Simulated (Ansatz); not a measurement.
# Does relaxation matter for the field gradients of MgO with Se replacing O?

Start: a supercell of MgO (rock salt type, Fm-3m) built from a measured structure from the Crystallography Open Database (COD) (the entry's cell lengths or inner coordinates differ somewhat from later room-temperature determinations), with all atoms left at the host's positions.

Space group Fm-3m (No. 225); a = 12.6510 Å.

```csv
site,Wyckoff,site symmetry,x,y,z
Mg1,32f,.3m,0.3333,0.8333,0.8333
Mg2,24e,4m.m,0.5000,0.0000,0.8333
Mg6,48h,m.m2,0.8333,0.1667,0.0000
Mg27,4a,m-3m,0.0000,0.5000,0.5000
Se,4b,m-3m,0.5000,0.0000,0.0000
O29,48i,m.m2,0.6667,0.1667,0.0000
O32,32f,.3m,0.8333,0.1667,0.1667
O42,24e,4m.m,0.0000,0.5000,0.3333
```

One atom of each set is listed; the run and its k-mesh use a cell of 54 atoms with edges of 8.95, 8.95, 8.95 Å.

The numbers come from a DFT calculation in Ansatz (PBE, plane waves and PAW, scalar-relativistic, 420 eV cutoff, Γ-centred 3×3×3 k-points, Fermi–Dirac smearing 0.01 eV).

The largest force at the start is 5.5 eV/Å. Relaxing the ions at fixed cell moves them by 0.203 Å at most (atom 13, Mg) and 0.074 Å rms.

```
site  moved (Å)             first shell before                   first shell after  V_zz before (10²¹ V/m²)  η before
 Mg1      0.004                  6 O at 2.11 Å                  6 O at 2.11–2.12 Å                    0.007      0.00
 Mg2      0.203  5 O at 2.11 Å, 1 Se at 2.11 Å  5 O at 1.95–2.15 Å, 1 Se at 2.31 Å                    -1.23      0.00
 Mg6      0.014                  6 O at 2.11 Å                  6 O at 2.06–2.12 Å                   -0.021      0.38
  Se      0.000                 6 Mg at 2.11 Å                      6 Mg at 2.31 Å                     0.00         –
 O29      0.051                 6 Mg at 2.11 Å                 6 Mg at 2.06–2.15 Å                    -0.44      0.06
 O32      0.007                 6 Mg at 2.11 Å                 6 Mg at 2.10–2.12 Å                    0.007      0.00
 O42      0.044                 6 Mg at 2.11 Å                 6 Mg at 1.95–2.12 Å                    0.019      0.00
```

Task: What are V_zz and η after the relaxation?

Result: 

```
site  V_zz after  η after  change of V_zz
 Mg1        0.13     0.00           +0.13
 Mg2       -2.03     0.00           -0.80
 Mg6       -0.26     0.42           -0.24
  Se        0.00        –            0.00
 O29       -2.04     0.57           -1.60
 O32        0.22     0.00           +0.21
 O42       -0.61     0.00           -0.63
```

The largest change of V_zz is on O29, from -0.44 to -2.04. In per cent, |V_zz| changes by +64 on Mg (all sites that start above 0.5). Where |V_zz| stays above 0.1, η moves most on O29, from 0.06 to 0.57. Other sites without a gradient aren't listed.

The defect repeats with the cell of 54 atoms, so it feels its images: sites between two images don't show the values beside a lone defect, and zeros or small values of η there can come from the images' arrangement.
Before: The cell keeps the host's lattice, where the PBE pressure is 13 GPa. The neighbours have not yet relaxed around the defect (largest force 5.5 eV/Å), so the values at and beside it are those of a strained start, not of the defect in a real crystal.
After: The relaxation keeps the site symmetry m-3m of the start, so the impurity can't leave its site; a start off the site could end lower. The cell keeps the host's lattice, where the PBE pressure is 11 GPa.
